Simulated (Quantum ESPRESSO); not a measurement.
## Calculated data, HfAl6In (simulated cell)

Computed with Quantum ESPRESSO 7.5. Calculation on a made-up metal alloy cell, not a measurement, with one named mistake planted (healthy values lack it): no spin or spin-orbit, unrelaxed, 2900 K smearing, stress positive in tension, cell energy less the intended atoms' offsets; periodic Kohn-Sham density functional theory in plane waves with PseudoDojo standard norm-conserving scalar-relativistic pseudopotentials, each functional with its own files (v0.5 for PBE, v0.4.1 for LDA and PBEsol), eight atoms on drawn sites of a strained close-packed or body-centred lattice, each displaced and held fixed; the energy is the cell's free energy, ions and the entropy term -TS included, at the stated Fermi-Dirac width, less a fixed offset for each atom's element (shifted free energy); compositions with an open d shell lost a parallel starting moment in a cheaper test run, and other magnetic orders were not tried; an error bar is the largest change of its kind in a tighter rerun, never given below 0.002 eV, 0.02 GPa or 0.003 eV/angstrom, and covers cutoff and k-mesh only, not smearing or the files.

```yaml
- formula: HfAl6In
  kind: "simulated cell"
  structure:
    cell_angstrom:
      - [-0.0035, -0.0685, 4.5873]
      - [5.7672, 0.0404, -0.0045]
      - [-2.8486, 5.0139, -0.0734]
    atoms_fractional:
      - [Al, 0.02153, 0.00872, 0.01155]
      - [Al, 0.02311, 0.02593, 0.51087]
      - [Hf, -0.01549, 0.50705, -0.00713]
      - [Al, -0.00187, 0.48834, 0.51504]
      - [Al, 0.52094, 0.2022, 0.34845]
      - [Al, 0.49134, 0.17829, 0.84508]
      - [In, 0.50539, 0.67158, 0.32236]
      - [Al, 0.47466, 0.6823, 0.84269]
  settings:
    lattice_type: "hexagonal close-packed"
    intended_functional: pbe
    "cutoff [eV]": 1034
    "fermi_dirac_smearing [eV]": 0.25
    intended_electrons_removed: 0
    "healthy_entropy_term_negative_ts [eV]": -0.729
    "healthy_pressure [GPa]": 10.48
    "healthy_stress_xx [GPa]": -8.87
    "healthy_stress_yy [GPa]": -8.55
    "healthy_stress_zz [GPa]": -14.03
    "healthy_stress_yz [GPa]": -1.3
    "healthy_stress_xz [GPa]": -0.28
    "healthy_stress_xy [GPa]": 0.11
    fault_kind: "wrong element"
    fault_wrong_element_site: 6
    fault_wrong_element: Au
    run_command: "mpirun -np 4 pw.x -nk 4 -in in"
    run_processor: "Intel Xeon, older, virtual cores"
    k_mesh: "6 x 6 x 6 shifted half a step off Gamma on each axis"
    structure_shown: "the intended cell"
    "healthy_shifted_free_energy [eV]": 1.035
    atom_site: [1, 2, 3, 4, 5, 6, 7, 8]
    "atom_energy_offset [eV]": [-63.26, -63.26, -1535.13, -63.26, -63.26, -63.26, -1808.02, -63.26]
    healthy_force_site: [1, 2, 3, 4, 5, 6, 7, 8]
    "healthy_force_x [eV/angstrom]": [0.252, -0.434, -0.532, 0.983, -0.667, -0.65, 0.378, 0.669]
    "healthy_force_y [eV/angstrom]": [0.055, -0.33, 0.193, -0.557, -0.138, -0.557, 1.759, -0.424]
    "healthy_force_z [eV/angstrom]": [-0.54, -0.305, 0.095, 0.284, -0.221, 0.27, -0.342, 0.759]
  results:
    "faulty_stress_zz [GPa]": null
  notes: ["heavy elements are run without spin-orbit coupling, which real alloys of them have", "a spin test at this wide smearing found no moment, but such smearing suppresses magnetism that the real alloy may have", "another functional or element uses other pseudopotential files, so its energy jump is mostly a change of zero", "lattice, volume and sites are drawn at random and may be unstable or far from any real phase", "energies are for the whole cell, less offsets fitted to these runs, so they are not formation energies", "error bars of the healthy run: energy 0.0097 eV, stress 0.29 GPa, force 0.016 eV/Å, from a tighter rerun of this or a related cell", "11 SCF iterations, 264 s of wall time on a shared machine"]
```

**Q.** Give the missing faulty stress zz for HfAl6In (simulated cell).
**A.** -14.32 GPa

**Q.** Give the table of faulty forces values for HfAl6In (simulated cell).
**A.** 
Faulty forces:
```csv
site,x (eV/Å),y (eV/Å),z (eV/Å)
1,0.101,0.136,-0.616
2,-0.424,-0.461,-0.275
3,-0.024,0.547,0.221
4,0.882,-0.629,0.257
5,-0.414,-0.069,-0.188
6,-1.049,-0.622,0.039
7,0.249,1.674,-0.25
8,0.679,-0.576,0.812
```

Further results for HfAl6In (simulated cell):

```
faulty entropy term negative ts : -0.69 eV
faulty pressure                 : 11.92 GPa
faulty stress xx                : -11.07 GPa
faulty stress yy                : -10.37 GPa
faulty stress yz                : -0.7 GPa
faulty stress xz                : -0.25 GPa
faulty stress xy                : -0.34 GPa
faulty shifted free energy      : -3969 eV
```
